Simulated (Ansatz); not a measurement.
K3YV2O8: input and output

The input, for Ansatz 0.2.0 (plane waves, PAW):

```yaml
crystal:
  lattice:
    - [5.86131104, 0.0, 0.0]
    - [-2.93065552, 5.07604725, 0.0]
    - [0.0, 0.0, 7.59375649]
  atoms:
    - { symbol: "Y", position: [0.0, 0.0, 0.5] }
    - { symbol: V, position: [0.6667, 0.3333, 0.7485] }
    - { symbol: V, position: [0.3333, 0.6667, 0.2515] }
    - { symbol: O, position: [0.6667, 0.3333, 0.9587] }
    - { symbol: O, position: [0.3333, 0.6667, 0.0413] }
    - { symbol: O, position: [0.3504, 0.1752, 0.6735] }
    - { symbol: O, position: [0.8248, 0.1752, 0.6735] }
    - { symbol: O, position: [0.8248, 0.6496, 0.6735] }
    - { symbol: O, position: [0.1752, 0.3504, 0.3265] }
    - { symbol: O, position: [0.1752, 0.8248, 0.3265] }
    - { symbol: O, position: [0.6496, 0.8248, 0.3265] }
    - { symbol: K, position: [0.6667, 0.3333, 0.2931] }
    - { symbol: K, position: [0.3333, 0.6667, 0.7069] }
    - { symbol: K, position: [0.0, 0.0, 0.0] }
  symmetry: { tolerance: 0.0003 }
kpoints:
  mp_grid: { grid: [5, 5, 4], shift: [0, 0, 0] }
  band_path:
    path:
      - [0.0, 0.0, 0.0]
      - [0.5, 1.5e-07, 0.0]
      - [0.33333333, 0.33333348, 0.0]
      - [0.0, 0.0, 0.0]
      - [0.0, 0.0, 0.5]
      - [0.5, 1.5e-07, 0.5]
      - [0.33333333, 0.33333348, 0.5]
      - [0.0, 0.0, 0.5]
      - [0.5, 1.5e-07, 0.5]
      - [0.5, 1.5e-07, 0.0]
      - [0.33333333, 0.33333348, 0.5]
    npoints: 6
magnetization:
  spin_polarized: false
scf:
  occupations: { method: methfessel_paxton, width: 0.0192 }
  lower_state_search: "off"
  max_iter: 200
hamiltonian:
  pseudopotentials: { kind: paw }
  xc: r2scan
  hubbard: { projectors: atomic, sites: [{ species: V, l: d, u_eff: 3.76 }] }
basis:
  ecutwfc: 500
  fft_grid_basis: typed
output:
  forces: true
  stress: true
  eigenvalues: true
  populations: true
  elf: true
  write_potential: true
  volumetric_format: npy
  dos:
    e_range: [-12, 8]
    de: 0.05
    projected: { site_lists: { K: [K], O: [O], V: [V], "Y": ["Y"] } }
checkpoint:
  read: saved_state
```

The run starts from an earlier solution of this cell. 

Parts of the output:

```
SCF iter   1: F=—  Δρ=3.92e-3  dr2=2.60e-3  dr2_τ=1.98e-2
SCF iter   2: F=—  S|Δr|=    0.00e0  Δρ=2.10e-3  dr2=8.18e-4  dr2_τ=2.26e-3
SCF iter   3: F=—  S|Δr|=    0.00e0  Δρ=7.98e-4  dr2=7.05e-4  dr2_τ=2.43e-4
SCF iter   4: F=—  S|Δr|=    0.00e0  Δρ=1.72e-4  dr2=4.62e-5  dr2_τ=1.38e-5
SCF iter   5: F=—  S|Δr|=    0.00e0  Δρ=4.00e-5  dr2=2.17e-6  dr2_τ=4.54e-7
SCF iter   6: F=—  S|Δr|=    0.00e0  Δρ=1.24e-5  dr2=2.85e-7  dr2_τ=3.46e-8
SCF iter   7: F=—  S|Δr|=    0.00e0  Δρ=1.10e-5  dr2=2.77e-7  dr2_τ=3.16e-8
SCF iter   8: F=-18878.7278 eV  S|Δr|=    0.00e0  Δρ=1.84e-6  dr2=9.09e-9  dr2_τ=9.71e-10
Free energy (F): -18878.7278 eV
Harris-Foulkes:  -18878.7278 eV  (|F-HF|=1.32e-9)
Internal energy: -18878.7278 eV  (E = F + TS)
E sigma→0 (E₀):  -18878.7278 eV
Fermi energy:    6.2935 eV
--- Stress (GPa, compression-positive) ---
        5.2855       0.0000       0.0000
        0.0000       5.2855       0.0000
        0.0000       0.0000       8.4083
  P = ⅓ Tr σ = 6.3264 GPa (63.264 kbar)
```

Absolute energies hang on the potentials; compare differences alone.

Origin: a database entry at a rescaled volume. Caveats: no spin polarisation, so a magnetic state may lie lower; forces this large suggest misplaced atoms in the database entry; atoms or cell far from equilibrium.
